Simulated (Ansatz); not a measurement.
**Question.** Name crystals whose computed values (DFT-LDA in the program Ansatz with PAW potentials) fall in these windows: B₀ by P(V) fit (GPa) 150 to 200; Θ_D (K) 790 to 1100.

**Answer.** 

```tsv
crystal	B₀ by P(V) fit (GPa)	Θ_D (K)
MgO, rock salt	172	956
BP, zinc blende	175	1080
```
Others may fit too.

All cells were relaxed under the symmetry of their starts (and spin orders); stability against distortions was not tested throughout.

Potentials: the later of the program's two PAW sets.
